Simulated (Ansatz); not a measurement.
Consider the following.

K2NaInF6:
```xyz
10
Lattice="0.0000 4.2906 4.2906 4.2906 0.0000 4.2906 4.2906 4.2906 0.0000" Properties=species:S:1:pos:R:3 pbc="T T T"
K      6.4359     6.4359     6.4359
K      2.1453     2.1453     2.1453
Na     4.2906     4.2906     4.2906
In     0.0000     0.0000     0.0000
F      2.0712     4.2906     4.2906
F      6.5100     4.2906     4.2906
F      4.2906     2.0712     4.2906
F      4.2906     6.5100     4.2906
F      4.2906     4.2906     2.0712
F      4.2906     4.2906     6.5100
```

This is the PBEsol-relaxed structure.

Task: All from DFT-PBEsol in the program Ansatz with PAW potentials, unless another level is named. Give the band gap.

Result: 5.43 eV (direct).

Task: Predict the electron effective mass with spin–orbit coupling.

Result: 0.58 mₑ (isotropic).

Task: What about the hole effective mass, band 1 of 3 at the edge?

Result: 7.2 along [110], 5.5 along [111] (mₑ).

Space group Fm-3m. The workflow started from a Materials Project entry (that database holds measured and hypothetical structures alike); the Crystallography Open Database copy checked does not list it. Its standing as an ambient phase is unchecked. The cell was relaxed with PBEsol under the symmetry of its start; its stability against distortions is not shown here. Scalar-relativistic: spin–orbit coupling is off unless named, which matters more the heavier the elements.

Potentials: the later of the program's two PAW sets.
